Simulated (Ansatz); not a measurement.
BP:
```
CELL_PARAMETERS angstrom
      0.00000     2.26821     2.26821
      2.26821     0.00000     2.26821
      2.26821     2.26821     0.00000
ATOMIC_POSITIONS crystal
  B  0.00000 0.00000 0.00000
  P  0.75000 0.75000 0.75000
```

Cartesian axes are those of the cell as given.

Give the proper piezoelectric stress tensor with relaxed ions from r²SCAN in the plane-wave PAW code Ansatz.

In C/m², rows x, y, z, Voigt columns; mesh uncertainty up to 0.01.
```
0.00  0.00  0.00  0.13  0.00  0.00
0.00  0.00  0.00  0.00  0.13  0.00
0.00  0.00  0.00  0.00  0.00  0.13
```

The elastic tensor of the same run (GPa):

|  | 1 | 2 | 3 | 4 | 5 | 6 |
|---|---|---|---|---|---|---|
| 1 | 361 | 73.4 | 73.4 | 0.0 | 0.0 | 0.0 |
| 2 | 73.4 | 361 | 73.4 | 0.0 | 0.0 | 0.0 |
| 3 | 73.4 | 73.4 | 361 | 0.0 | 0.0 | 0.0 |
| 4 | 0.0 | 0.0 | 0.0 | 197 | 0.0 | 0.0 |
| 5 | 0.0 | 0.0 | 0.0 | 0.0 | 197 | 0.0 |
| 6 | 0.0 | 0.0 | 0.0 | 0.0 | 0.0 | 197 |

Convert to strain constants d = e·S.

In pC/N:
```
0.0  0.0  0.0  0.7  0.0  0.0
0.0  0.0  0.0  0.0  0.7  0.0
0.0  0.0  0.0  0.0  0.0  0.7
```

Space group F-43m (zinc blende). The r²SCAN relaxation kept the symmetry of its start; phonons on a q-mesh show no instability.

Potentials: the earlier of the program's two PAW sets.
